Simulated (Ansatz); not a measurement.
## BP with Se replacing P: gradients before and after relaxing the atoms

Start: a supercell of BP (zinc blende type, F-43m) built from a Materials Project structure (computed, not necessarily an observed phase), with all atoms left at the host's positions.

Space group F-43m (No. 216); a = 13.5964 Å.

| site | Wyckoff | site symmetry | x | y | z |
| --- | --- | --- | --- | --- | --- |
| B1 | 4a | -43m | 0.0000 | 0.0000 | 0.0000 |
| B2 | 48h | ..m | 0.1667 | 0.0000 | 0.1667 |
| B5 | 16e | .3m | 0.3333 | 0.8333 | 0.1667 |
| B9 | 16e | .3m | 0.6667 | 0.6667 | 0.3333 |
| B15 | 24f | 2.mm | 0.5000 | 0.6667 | 0.5000 |
| Se | 4d | -43m | 0.2500 | 0.7500 | 0.2500 |
| P29 | 48h | ..m | 0.4167 | 0.7500 | 0.4167 |
| P32 | 16e | .3m | 0.5833 | 0.5833 | 0.4167 |
| P36 | 16e | .3m | 0.9167 | 0.4167 | 0.5833 |
| P42 | 24g | 2.mm | 0.7500 | 0.4167 | 0.7500 |

One atom of each set is listed; the run and its k-mesh use a cell of 54 atoms with edges of 9.61, 9.61, 9.61 Å.

Method: Kohn–Sham DFT in Ansatz, PBE, plane waves and PAW, scalar-relativistic, 420 eV cutoff, Γ-centred 3×3×3 k-points, Fermi–Dirac smearing 0.01 eV, cell charge +1.

The largest force at the start is 1.8 eV/Å. Relaxing the ions at fixed cell moves them by 0.101 Å at most (atom 14, B) and 0.029 Å rms.

```tsv
site	moved (Å)	first shell before	first shell after	V_zz before (10²¹ V/m²)	η before
B2	0.005	4 P at 1.96 Å	4 P at 1.96 Å	-0.068	0.45
B5	0.101	3 P at 1.96 Å, 1 Se at 1.96 Å	3 P at 1.95 Å, 1 Se at 2.06 Å	1.09	0.00
B15	0.007	4 P at 1.96 Å	4 P at 1.96 Å	0.13	0.85
Se	0.000	4 B at 1.96 Å	4 B at 2.06 Å	0.00	–
P29	0.021	4 B at 1.96 Å	4 B at 1.95–1.96 Å	1.21	0.12
P32	0.004	4 B at 1.96 Å	4 B at 1.96 Å	-0.26	0.00
P36	0.000	4 B at 1.96 Å	4 B at 1.96 Å	-0.26	0.00
P42	0.003	4 B at 1.96 Å	4 B at 1.96 Å	-0.18	0.77
```

Q: How do the gradients change?

A: 

```
site  V_zz after  η after  change of V_zz
  B2      -0.075     0.45           -0.01
  B5        1.47     0.00           +0.38
 B15      -0.070     0.71               –
  Se        0.00        –            0.00
 P29        0.87     0.18           -0.34
 P32       -0.24     0.00           +0.02
 P36       -0.20     0.00           +0.06
 P42       -0.18     0.81            0.00
```

The largest change of V_zz along a kept axis is on B5, from 1.09 to 1.47. In per cent, |V_zz| changes by +34 on B, -28 on P (all sites that start above 0.5). On P29 V_xx and V_yy change places (or their axes turn by over 50°), so the two values of η hide a larger change. On B15 the largest principal value lies along another axis in the second run, so the two V_zz can't be compared directly. Other sites with |V_zz| of 0.02 or less aren't listed.

The defect repeats with the cell of 54 atoms, so it feels its images: sites between two images don't show the values beside a lone defect, and zeros or small values of η there can come from the images' arrangement. A uniform background compensates the cell's charge.
Before: The neighbours have not yet relaxed around the defect (largest force 1.8 eV/Å), so a real crystal will differ.
After: The relaxation keeps the site symmetry -43m of the start, so the impurity can't leave its site; a start off the site could end lower.
